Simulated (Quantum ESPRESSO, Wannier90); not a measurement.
## LiPt (P-6m2): Wannier90 run

Structure: Materials Project mp-11807, symmetrised, not relaxed again. COD (Crystallography Open Database) has an entry of this formula and space group (matched by these alone). Method: PBEsol plane waves in Quantum ESPRESSO 7.5 (PseudoDojo norm-conserving files, 68 Ry, no spin polarisation, no spin-orbit coupling), Bloch states on a 12×12×6 mesh through Γ, Wannier90 4.0.1. Density: 18×18×10 mesh, cold smearing 0.01 Ry. Spin-orbit coupling is left out although heavy elements are present.

```
begin unit_cell_cart
ang
    2.7462798935    0.0000000000    0.0000000000
   -1.3731399468    2.3783481537    0.0000000000
    0.0000000000    0.0000000000    4.1704700000
end unit_cell_cart
mp_grid = 12 12 6
```

Question: Which shells of neighbouring k-points and which b-vectors and weights does Wannier90 pick for this cell and mesh?

Answer: 
```
 *---------------------------------- K-MESH ----------------------------------*
 +----------------------------------------------------------------------------+
 |                    Distance to Nearest-Neighbour Shells                    |
 |                    ------------------------------------                    |
 |          Shell             Distance (Ang^-1)          Multiplicity         |
 |          -----             -----------------          ------------         |
 |             1                   0.220152                      6            |
 |             2                   0.251098                      2            |
 |             3                   0.333942                     12            |
 |             4                   0.381315                      6            |
 |             5                   0.440305                      6            |
 |             6                   0.456565                     12            |
 |             7                   0.502196                      2            |
 |             8                   0.506871                     12            |
       ... (lines left out)
 +----------------------------------------------------------------------------+
 | The b-vectors are chosen automatically                                     |
 | The following shells are used:                       1,  2                 |
 +----------------------------------------------------------------------------+
 |                        Shell   # Nearest-Neighbours                        |
 |                        -----   --------------------                        |
 |                          1               6                                 |
 |                          2               2                                 |
 +----------------------------------------------------------------------------+
 | Completeness relation is fully satisfied [Eq. (B1), PRB 56, 12847 (1997)]  |
 +----------------------------------------------------------------------------+
 |                  b_k Vectors (Ang^-1) and Weights (Ang^2)                  |
 |                  ----------------------------------------                  |
 |            No.         b_k(x)      b_k(y)      b_k(z)        w_b           |
 |            ---        --------------------------------     --------        |
 |             1         0.000000    0.220152    0.000000     6.877528        |
 |             2         0.190657    0.110076    0.000000     6.877528        |
 |             3         0.000000   -0.220152    0.000000     6.877528        |
 |             4         0.190657   -0.110076    0.000000     6.877528        |
 |             5        -0.190657   -0.110076    0.000000     6.877528        |
 |             6        -0.190657    0.110076    0.000000     6.877528        |
 |             7         0.000000    0.000000    0.251098     7.930175        |
 |             8         0.000000    0.000000   -0.251098     7.930175        |
```
